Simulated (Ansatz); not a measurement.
Data:

BN:
```cif
data_B2N2
_chemical_formula_sum 'B2 N2'
_space_group_name_H-M_alt 'P63/mmc'
_space_group_IT_number 194
_space_group_name_Hall '-P 6c 2c'
_cell_length_a 2.48893
_cell_length_b 2.48893
_cell_length_c 6.49268
_cell_angle_alpha 90.000
_cell_angle_beta 90.000
_cell_angle_gamma 120.000
loop_
_atom_site_label
_atom_site_type_symbol
_atom_site_symmetry_multiplicity
_atom_site_Wyckoff_symbol
_atom_site_fract_x
_atom_site_fract_y
_atom_site_fract_z
_atom_site_occupancy
B1 B 2 c 0.33333 0.66667 0.25000 1
N1 N 2 d 0.66667 0.33333 0.25000 1
```

This is the LDA-relaxed structure.

**Question.** All from DFT-LDA in the program Ansatz with PAW potentials, unless another level is named. Give the highest zone-centre frequency (without LO–TO term).

**Answer.** 171.7 meV.

**Question.** And the zero-point energy?

**Answer.** 155.6 meV/atom.

**Question.** Predict the bulk modulus (Birch–Murnaghan fit).

**Answer.** 273 kbar.

Space group P6_3/mmc. Symmetry was held in the LDA relaxation; phonons on a q-mesh show no instability. A crystal of weakly bound layers computed without a dispersion correction: the cell and the soft elastic constants depend strongly on that.

Potentials: the later of the program's two PAW sets.
